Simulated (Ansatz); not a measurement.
Relaxed Be (hcp, Mg type):

```
Be
1.0
    4.52899     0.00000     0.00000
   -1.13225     1.96111     0.00000
    0.00000     0.00000     3.56090
Be
4
Cartesian
  0.00000   1.30741   2.67067
  2.26449   1.30741   2.67067
  1.13225   0.65370   0.89022
  3.39674   0.65370   0.89022
```

The atoms are displaced by Q × the pattern below (from a DFPT mode at M = (0.5, 0.0, 0.0), largest move 1; Q in Å), at fixed cell. (q is in reciprocal vectors of the primitive cell; the cell shown is doubled to hold the pattern.)

| atom | x | y | z |
|---|---|---|---|
| Be1 | 0.500 | -0.866 | 0.000 |
| Be2 | -0.500 | 0.866 | 0.000 |
| Be3 | 0.500 | -0.866 | 0.000 |
| Be4 | -0.500 | 0.866 | 0.000 |

Level of theory: PBE (plane waves to 420 eV, PAW, scalar-relativistic; Ansatz, a first-principles code). k mesh 23×23×13 (Γ-centred), Fermi-Dirac smearing 0.05 eV. Energies are smeared free energies. Compression counts positive. With partly filled bands, energies and forces of such displacements shift with the k mesh and the smearing. Be was relaxed with its symmetry unable to fall. The PAW data are Ansatz's earlier set. ΔE is measured from the undisplaced structure.

```json
[
 {"Q (Å)": "-0.100", "ΔE (meV/cell)": "107", "−dE/dQ from forces (eV/Å)": "2.092", "P (GPa)": "0.5"},
 {"Q (Å)": "-0.083", "ΔE (meV/cell)": "74", "−dE/dQ from forces (eV/Å)": "1.763", "P (GPa)": "0.4"},
 {"Q (Å)": "-0.067", "ΔE (meV/cell)": "48", "−dE/dQ from forces (eV/Å)": "1.423", "P (GPa)": "0.2"},
 {"Q (Å)": "-0.050", "ΔE (meV/cell)": "27", "−dE/dQ from forces (eV/Å)": "1.074", "P (GPa)": "0.1"},
 {"Q (Å)": "-0.033", "ΔE (meV/cell)": "12", "−dE/dQ from forces (eV/Å)": "0.720", "P (GPa)": "0.0"},
 {"Q (Å)": "-0.017", "ΔE (meV/cell)": "3", "−dE/dQ from forces (eV/Å)": "0.361", "P (GPa)": "0.0"},
 {"Q (Å)": "0.000", "ΔE (meV/cell)": "0", "−dE/dQ from forces (eV/Å)": "0.000", "P (GPa)": "0.0"},
 {"Q (Å)": "0.017", "ΔE (meV/cell)": "3", "−dE/dQ from forces (eV/Å)": "-0.361", "P (GPa)": "0.0"},
 {"Q (Å)": "0.033", "ΔE (meV/cell)": "12", "−dE/dQ from forces (eV/Å)": "-0.720", "P (GPa)": "0.0"},
 {"Q (Å)": "0.050", "ΔE (meV/cell)": "27", "−dE/dQ from forces (eV/Å)": "-1.074", "P (GPa)": "0.1"},
 {"Q (Å)": "0.067", "ΔE (meV/cell)": "48", "−dE/dQ from forces (eV/Å)": "-1.423", "P (GPa)": "0.2"},
 {"Q (Å)": "0.083", "ΔE (meV/cell)": "74", "−dE/dQ from forces (eV/Å)": "-1.763", "P (GPa)": "0.4"},
 {"Q (Å)": "0.100", "ΔE (meV/cell)": "107", "−dE/dQ from forces (eV/Å)": "-2.092", "P (GPa)": "0.5"}
]
```

Derived quantities:

```
Property                                                                                                             Result
-----------------------------------------------------------  --------------------------------------------------------------
Energy at Q = 0.100 Å                                                                                          107 meV/cell
Space group of the distorted cell                                                      Pnma (No. 62), lowered from P6_3/mmc
Symmetry of the curve                                                                         even: the same for both signs
Shape of the curve                                           a single well with its minimum at or next to zero displacement
Harmonic wavenumber from the curvature (finite differences)                                                        404 cm⁻¹
Wavenumber by perturbation theory (DFPT, on another k mesh)                                                        403 cm⁻¹
```

(A displaced cell: forces are minus the slopes of the energy, force constants its curvatures, and phonons follow from these.)
